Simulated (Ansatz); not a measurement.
## Elastic constants of Zr (P6_3/mmc) under pressure

```
Zr
1.0
     3.24416    0.00000    0.00000
    -1.62208    2.80953    0.00000
     0.00000    0.00000    5.15972
Zr
2
Direct
  0.33333 0.66667 0.25000
  0.66667 0.33333 0.75000
```

This is the zero-pressure cell. At each pressure cell and atoms are relaxed in this structure, and the constants are slopes of the stress at strains of ±0.005 with relaxed ions (the coefficients that govern stability under load). Level: r²SCAN, PAW on Ansatz 0.2.0's default frozen-core files (fitted under PBE), scalar-relativistic; k mesh 18×18×10, strains of ±0.005, Fermi-Dirac smearing of 0.100 eV, cutoff 500 eV. P is the pressure of the relaxed cell, less that of this one.

| P (GPa) | V/V₀ | C11 (GPa) | C12 (GPa) | C13 (GPa) | C33 (GPa) | C44 (GPa) |
| --- | --- | --- | --- | --- | --- | --- |
| 0.00 | 1.0000 | 146.3 | 70.8 | 62.9 | 167.9 | 31.3 |
| 1.00 | ? | ? | ? | ? | ? | ? |
| 2.01 | 0.9797 | 152.7 | 76.8 | 68.6 | 177.2 | 30.7 |
| 4.01 | 0.9610 | 158.5 | 82.7 | 74.3 | 186.2 | 29.8 |
| 7.00 | 0.9356 | 165.9 | 91.4 | 82.8 | 199.3 | 28.3 |
| 9.98 | 0.9126 | 171.4 | 100.3 | 91.3 | 212.1 | 26.5 |
| 14.98 | 0.8782 | 174.8 | 116.9 | 106.0 | 233.0 | 22.8 |

Task: Does the bulk modulus from the constants agree with the pressure-volume curve?

Result: A third-order Birch-Murnaghan fit to the volumes shown (F against f, f = [(V₀/V)^(2/3) − 1]/2) gives B₀ = 94.9 GPa and B′ = 3.1. Its −V dP/dV stands beside the Reuss value 1/ΣS_ij (i, j ≤ 3):

```
P (GPa)  from P(V)  from the constants
   0.00       94.9                94.7
   2.01      101.0               101.0
   4.01      107.0               107.1
   7.00      115.6               115.7
   9.98      123.9               123.8
  14.98      137.4               136.3
```

Task: What are the pressure derivatives at zero pressure?

Result: Slopes at V₀ of quadratic fits in −ln(V/V₀) through the first four rows shown, divided by B₀: dC11/dP = 3.4, dC12/dP = 3.0, dC13/dP = 2.8, dC33/dP = 4.7, dC44/dP = -0.3. The mean slopes up to 4.0 GPa are 3.0, 3.0, 2.8, 4.6, -0.4; curvature and scatter of the constants part the two.

Task: Fill the row at 1.00 GPa.

Result: Cubic fits in −ln(V/V₀) through all rows shown give C11 = 149.5, C12 = 73.8, C13 = 65.7, C33 = 172.6, C44 = 31.0 GPa. Computed: V/V₀ = 0.9897, C11 (GPa) = 149.5, C12 (GPa) = 73.8, C13 (GPa) = 65.7, C33 (GPa) = 172.6, C44 (GPa) = 31.0.

Task: Does a shear stiffness soften?

Result: C44 goes from 31.3 to 22.8 GPa; (C11 − C12)/2 goes from 37.8 to 28.9 GPa, through a maximum of 37.9 near 2 GPa. C44 and (C11 − C12)/2 soften under pressure, though the lattice stays mechanically stable over this range.

Caveats: no other phase was computed; many crystals of this kind change structure within this range, and rows or crossings beyond such a change describe a metastable lattice; frozen-core PAW files fitted under PBE, their cores solved anew for the functional of the run; responses of metals move with mesh and smearing; elastic stability says nothing of phonons or of other phases; phonons weren't checked at these pressures.
